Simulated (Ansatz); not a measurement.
**How long does this Ansatz run take?**

```yaml
crystal:
  lattice:
    - [5.7699613712, 0.0, 0.0]
    - [0.0, 3.7255106481, 0.0]
    - [0.0, 0.0, 6.1283190558]
  atoms:
    - { symbol: Ge, position: [0.8167721145, 0.75, 0.5878914363] }
    - { symbol: Ge, position: [0.1832278855, 0.25, 0.4121085637] }
    - { symbol: Ge, position: [0.6832278855, 0.25, 0.0878914363] }
    - { symbol: Ge, position: [0.3167721145, 0.75, 0.9121085637] }
    - { symbol: Pt, position: [0.998067132, 0.75, 0.1902280655] }
    - { symbol: Pt, position: [0.001932868, 0.25, 0.8097719345] }
    - { symbol: Pt, position: [0.501932868, 0.25, 0.6902280655] }
    - { symbol: Pt, position: [0.498067132, 0.75, 0.3097719345] }
kpoints:
  mp_grid: { grid: [8, 13, 8] }
scf:
  occupations: { method: fermi_dirac, width: 0.05 }
hamiltonian:
  xc: pbe
  pseudopotentials: { kind: paw }
output:
  forces: true
  stress: true
  populations: true
  efg: { quadrupole_moments_barn: { Ge: -0.196 }, contact_densities: true }
relax:
  f_tol: 0.02
  max_steps: 60
```

```sh
ansatz run input.yaml --threads 1 --pin off --max-ram 3072MiB --backend cpu --events-out ev --progress --plain --runs-dir out
```

It runs on 1 thread of Intel Xeon 6975P-C (Granite Rapids) (x86_64; 16 cores open to the job, memory cap 3.0 GiB, no GPU), a shared host with a load of 0.6 a core.

(1) How much time and memory should be set aside?

Results:

(1) About 2.4 min of wall time (2.4 min of CPU time) and 1.6 GiB. The run holds 128 valence electrons in 77 bands, about 2591 plane waves a k-point and 175 irreducible k-points, and took 17 SCF iterations, over 3 ionic steps. Times on a shared host vary by tens of per cent.
